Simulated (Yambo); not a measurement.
## How GW settings move the gap: CsNbN2

G0W0@PBEsol for CsNbN₂ (space group Fd-3m, No. 227) in Yambo. Reference settings: 2×2×2 Γ-centred k mesh, bands 3 to 330 and a 8 Ry block in the screening, 330 bands in G with the Bruneval-Gonze terminator, plasmon pole fitted at 27.2 eV. The PBEsol gap L → Γ on this mesh is 1.60 eV; G0W0 gaps are taken between the same points.

| change from the reference | G0W0 gap L → Γ (eV) | shift of the valence edge (eV) |
|---|---|---|
| reference settings | 2.42 | -0.15 |
| 121 bands in W, 121 bands in G | 2.52 | 0.12 |
| 121 bands in G | 2.45 | -0.10 |
| 2 Ry block | 2.44 | 0.20 |
| 121 bands in G, no terminator | 2.57 | 0.53 |

The reference isn't shown to be the converged limit.

Spin-orbit splittings are left out.

Geometry of the Materials Project entry, not relaxed at this level; primitive cell a = 6.337 Å, b = 6.337 Å, c = 6.337 Å, α = 60.00°, β = 60.00°, γ = 60.00°.

The structure is a Materials Project entry; no match was found in the copy of COD used, and its stability was not checked.

A shift is the quasiparticle energy of the state minus its PBEsol energy.
